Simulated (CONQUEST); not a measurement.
A self-consistent single point of CsPbBr₃ (P4/mmm, 5 atoms in the cell; from Materials Project mp-600089, changed as shown) with CONQUEST.

All values come from this method and carry its errors: PBE, numerical atomic orbitals double-zeta with polarisation (the shipped basis), PseudoDojo norm-conserving potentials made for PBE in CONQUEST 1.3.

The change in words: lattice vector c scaled by 0.99. Reference geometry (Pm-3m):
```yaml
crystal:
  lattice:
    - [5.94863, 0.00000, 0.00000]
    - [0.00000, 5.94863, 0.00000]
    - [0.00000, 0.00000, 5.94863]
  atoms:
    - { symbol: Cs, position: [0.00000, 0.00000, 0.00000] }
    - { symbol: Pb, position: [0.50000, 0.50000, 0.50000] }
    - { symbol: Br, position: [0.50000, 0.50000, 0.00000] }
    - { symbol: Br, position: [0.00000, 0.50000, 0.50000] }
    - { symbol: Br, position: [0.50000, 0.00000, 0.50000] }
```

Reference input (self-consistent single point, DFT, PBE, numerical atomic orbitals double-zeta with polarisation (the shipped basis), PseudoDojo norm-conserving potentials made for PBE): basis = DZP; Diag.MPMeshX, Y, Z = 4 4 4; potentials = PseudoDojo norm-conserving PBE; Grid.GridCutoff = 175 Ha; DM.SolutionMethod = diagon; Diag.kT = 0.0001 Ha; Diag.GammaCentred = true; minE.SCTolerance = 1.0e-07; SC.MaxIters = 100; SC.LinearMixingFactor = 0.5; SC.KerkerPreCondition = true; SC.KerkerFactor = 0.1 1/bohr. This run's input differs from it in these lines:

```diff
@@ -34,3 +34,3 @@
      0.000000000     11.241281517      0.000000000
-     0.000000000      0.000000000     11.241281517
+     0.000000000      0.000000000     11.128869268
 5
```

Output, abridged:

```
    new_SC_potl: Starting.  Tolerance:  0.10000E-06

    PulayMixSC: Starting Pulay mixing, A_up =  0.500 A_dn =  0.500
    PulayMixSC: Spin non-polarised calculation.
    PulayMixSC: with Kerker preconditioning, q0 =  0.100
          Harris-Foulkes Energy            :      -141.186495116329951 Ha
          (TS=0 as O(N) or entropic contribution is negligible)
          DFT Total Energy                 :      -141.131247638529800 Ha
          Total number of electrons        :        44.000000000005812
    PulayMixSC: Pulay iteration     1 residual:              0.14947E-02
   [... lines left out ...]
          (TS=0 as O(N) or entropic contribution is negligible)
          DFT Total Energy                 :      -141.157615813840408 Ha
          Total number of electrons        :        44.000042738122062
    PulayMixSC: Pulay iteration     9 residual:              0.12664E-06
          Harris-Foulkes Energy            :      -141.157615813871615 Ha
          (TS=0 as O(N) or entropic contribution is negligible)
          DFT Total Energy                 :      -141.157615813967567 Ha
          Total number of electrons        :        44.000042740697339
    PulayMixSC: Pulay iteration    10 residual:              0.62471E-07
    PulayMixSC: Reached SCF tolerance of  0.62471E-07 after     10 iterations
      | Number of electrons      =        44.000043
      |* band energy as 2Tr[K.H] =       -23.438035070978664 Ha
      |  screened ion-ion energy =      -102.977800467510662 Ha
      |  Ha correction           =         0.708476658561826 Ha
      |  XC correction           =       -15.450256761281086 Ha
      |* Harris-Foulkes energy   =      -141.157615813871615 Ha
      |* DFT total energy        =      -141.157615813967567 Ha
      |  estimated accuracy      =         0.000000000095952 Ha

    force: Forces on atoms (Ha/a0)
    force:  Atom   X              Y              Z
    force:     1   0.0000000000   0.0000000000  -0.0000000000
   [... zero for the other atoms too ...]

    force: Maximum force :        0.00000000(Ha/a0) on atom         2 in z direction
    force: Force Residual:        0.00000000 Ha/a0
    force: Total stress:         -0.83207488     0.00000000    -0.00000000 GPa
                             0.00000000    -0.83207488     0.00000000
                             0.00000000     0.00000000    -1.27869337
    force: Average pressure:      0.98094771 GPa

    force: Finished force
    get_E_and_F: Change in energy during last step of electronic optimisation: -0.20208E-10
```

The run converged in 10 iterations. CONQUEST prints the stress tensor with tension positive. Against the reference run the free energy rises by 2.7 meV/atom, the pressure goes from 0.76 to 0.98 GPa and the gap on the mesh goes from 1.704 to 1.644 eV.

Spin-orbit coupling is left out, which matters for bands and gaps with elements this heavy. The program uses no crystal symmetry, so grid and mesh can part values that symmetry would make equal. The atom-centred basis is finite, which shifts total energies, pressures and gaps against plane waves. The structure comes from a collection of computed structures, made at another level of theory; the collection holds predicted forms beside known ones.

Cost on one core: very roughly 90 core-seconds.
